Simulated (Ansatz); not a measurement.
Bi, DFT, LDA, all-electron PAW with datasets made for the crystal, scalar-relativistic (Ansatz 0.2.0), run on 1 thread of Arm Neoverse V2 on a shared host.

The structure is an experimental refinement, used without relaxation. The listed cell was then made from it by scaling, straining or moving an atom.

Command: `ansatz run input.yaml --threads 1 --pin off --max-ram 3072MiB --backend cpu --events-out ev --progress --plain --runs-dir out`

```yaml
crystal:
  lattice:
    - [2.2729996784, 1.3123169762, 3.99354]
    - [-2.2729996784, 1.3123169762, 3.99354]
    - [0.0, -2.6246339523, 3.99354]
  atoms:
    - { symbol: Bi, position: [0.23389, 0.23389, 0.23389] }
    - { symbol: Bi, position: [0.76611, 0.76611, 0.76611] }
kpoints:
  mp_grid: { grid: [11, 11, 11] }
scf:
  occupations: { method: fermi_dirac, width: 0.03 }
hamiltonian:
  xc: lda
  pseudopotentials: { kind: all_electron, datasets: crystal }
output:
  forces: true
  stress: true
  eigenvalues: true
  efg: { contact_densities: true }
```

(1) How large is the problem that the program sets up?

(2) About how long does it take, and how much memory does it use?

(3) And the same cell and mesh by PAW with the default files, asked for forces, stress, eigenvalues, efg, on the same hardware?

## Answers

(1) 146 irreducible k-points, 671 plane waves at Γ, 19 bands.

(2) 19 s of wall time for 9 SCF iterations, with a peak of 0.59 GiB. Times on shared machines scatter by tens of per cent.

(3) 11 s, peak memory 0.47 GiB.
